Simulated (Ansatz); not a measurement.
Relaxed TiO$_{2}$ (rutile):

```
CELL_PARAMETERS angstrom
      4.64353     0.00000     0.00000
      0.00000     4.64353     0.00000
      0.00000     0.00000     2.96370
ATOMIC_POSITIONS crystal
  Ti 0.00000 0.00000 0.00000
  Ti 0.50000 0.50000 0.50000
  O  0.30512 0.30512 0.00000
  O  0.80512 0.19488 0.50000
  O  0.19488 0.80512 0.50000
  O  0.69488 0.69488 0.00000
```

Computed with PBE (plane waves to 420 eV, PAW, scalar-relativistic; Ansatz, a program for electronic structure). k mesh 6×6×9 (Γ-centred), Fermi-Dirac smearing 0.05 eV. The PAW data are Ansatz's earlier set. TiO2 is run without spin polarisation. TiO2 was relaxed with its symmetry unable to fall.

One atom of the cell was then moved (with its periodic images), all else fixed, and the forces (eV/Å) came out as:

| atom | Fx | Fy | Fz |
|---|---|---|---|
| Ti1 | -0.554 | -0.554 | 0.000 |
| Ti2 | 0.784 | 0.784 | 0.000 |
| O3 | -0.069 | -0.069 | 0.000 |
| O4 | 0.036 | 0.030 | 0.000 |
| O5 | 0.030 | 0.036 | 0.000 |
| O6 | -0.227 | -0.227 | 0.000 |

Task: Which atom was moved, and by which vector (Å)?

Result: Ti1, by (0.06, 0.06, 0.00), 0.08 Å in all.

(For displaced atoms, the force is minus the slope of the energy, and its curvature is a force constant, which sets phonon frequencies.)
